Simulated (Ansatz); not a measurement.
Computed with Ansatz, DFT, PBEsol, plane waves (420 eV) with PAW, scalar-relativistic. The PAW files were generated under PBE, with cores re-solved for the functional.

An element in the hcp structure gives this curve. The cell is scaled uniformly from the relaxed one, with fractional coordinates and shape fixed. Energies are extrapolated to zero smearing, pressures are those at the given smearing. Magnetic state: spin not included.

```csv
V (Å³/atom),E − E₀ (meV/atom),P (GPa)
14.976,177.6,32.13
15.657,71.7,18.51
16.338,16.5,8.09
17.019,0.0,0.14
17.699,12.9,-5.89
18.380,48.0,-10.45
19.061,99.9,-13.88
```

Which element is it?
A. gold
B. tantalum
C. gallium
D. germanium

A. Its fit is V₀ = 17.03 Å³/atom, B₀ = 171 GPa, B₀′ = 5.9.
